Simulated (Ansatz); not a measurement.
# W: reading a single point

```
W
1.0
    -1.60818    1.60818    1.60818
     1.60818   -1.60818    1.60818
     1.60818    1.60818   -1.60818
W
1
Direct
  0.00000 0.00000 0.00000
```

Single point in Ansatz 0.2.0 with r2SCAN, no spin polarisation. Cutoff 500 eV, PAW datasets, 15×15×15 Γ-centred k mesh, fermi-dirac filling (width 0.1 eV).

- Electronic structure: It is a metal, with about 0.35 states/eV a cell as the mean within 0.25 eV of the Fermi level, mostly W d (86 %).
- Contacts: W–W at 2.79 Å: least valence density 0.39 e/Å³ and ELF 0.39 there. Both are smooth PAW fields, read partly inside the augmentation spheres.
- Stress: The pressure is -13.0 GPa (compression positive), so with the atoms held at these fractions the cell would first shrink.

Origin: a database entry at a rescaled volume. Caveats: atoms or cell far from equilibrium.
